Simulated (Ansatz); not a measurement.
Space group P-4m2 (No. 115). a = 3.749 Å, b = 3.749 Å, c = 8.171 Å, α = 90.00°, β = 90.00°, γ = 90.00°
| atom | site | symmetry | x | y | z |
| --- | --- | --- | --- | --- | --- |
| Ti | 2g | 2mm. | 0.0000 | 0.5000 | 0.7375 |
| Cu | 1a | -4m2 | 0.0000 | 0.0000 | 0.0000 |
| Sb | 2g | 2mm. | 0.0000 | 0.5000 | 0.3751 |
| Sb | 1b | -4m2 | 0.5000 | 0.5000 | 0.0000 |

Equation of state of this Ti$_{2}$CuSb$_{3}$ structure (not necessarily the ground state), with shape and atoms relaxed at each volume where symmetry leaves them free. It has no gap at any of these volumes. Theory: Ansatz 0.2.0, DFT PBEsol, scalar-relativistic, plane waves, PAW.

Cutoff 420 eV; k points 10×10×6 on the computed 6-atom cell (Γ-centred); Gaussian smearing, width 0.10 eV; no spin polarisation.

```json
{"V (Å³/atom)": "16.842", "E − E(largest V) (meV/atom)": "61.22", "P (GPa)": "18.01"}
{"V (Å³/atom)": "17.416", "E − E(largest V) (meV/atom)": "7.25", "P (GPa)": "12.32"}
{"V (Å³/atom)": "17.990", "E − E(largest V) (meV/atom)": "-27.92", "P (GPa)": "7.50"}
{"V (Å³/atom)": "18.565", "E − E(largest V) (meV/atom)": "-47.22", "P (GPa)": "3.43"}
{"V (Å³/atom)": "19.139", "E − E(largest V) (meV/atom)": "-53.10", "P (GPa)": "-0.02"}
{"V (Å³/atom)": "19.713", "E − E(largest V) (meV/atom)": "-47.63", "P (GPa)": "-2.94"}
{"V (Å³/atom)": "20.287", "E − E(largest V) (meV/atom)": "-32.54", "P (GPa)": "-5.41"}
{"V (Å³/atom)": "21.053", "E − E(largest V) (meV/atom)": "0.00", "P (GPa)": "-8.12"}
```

Question: Fit a third-order Birch–Murnaghan equation to E(V).

Answer: V0 = 19.13 Å³/atom, B0 = 105 GPa, B0' = 4.5.

Spin-orbit coupling is left out, which matters for the bands of heavy elements.